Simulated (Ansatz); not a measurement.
Polymorphs of ZnCdS2, each relaxed with LDA (plane waves, PAW; program Ansatz):

A: P-4m2
a = b = 3.8831 Å, c = 5.5892 Å, α = β = γ = 90.00°

```csv
atom,site,symmetry,x,y,z
Zn,1d,-4m2,0.0000,0.0000,0.5000
Cd,1b,-4m2,0.5000,0.5000,0.0000
S,2g,2mm.,0.5000,0.0000,0.2756
```

B: P3m1
a = b = 3.8857 Å, c = 6.4569 Å, α = β = 90.00°, γ = 120.00°

```tsv
atom	site	symmetry	x	y	z
Zn	1a	3m.	0.0000	0.0000	0.9991
Cd	1b	3m.	0.3333	0.6667	0.5077
S	1b	3m.	0.3333	0.6667	0.8917
S	1a	3m.	0.0000	0.0000	0.3535
```

Problem. Order them by energy per atom at 0 K (lowest first) at the level LDA.

Solution. A (+0 meV/atom), B (+17 meV/atom)

Problem. Give each one's gap.

Solution. A 1.36 eV; B 1.30 eV.

Standing as an ambient phase not checked: A; B. All cells were relaxed under the symmetry of their starts (and spin orders); stability against distortions was not tested throughout. Spin–orbit coupling is left out wherever it is not named.

Energies hold the estimated change up to a 700 eV cutoff; steps of a few meV lie near the error of the meshes.

Potentials: the later of the program's two PAW sets.
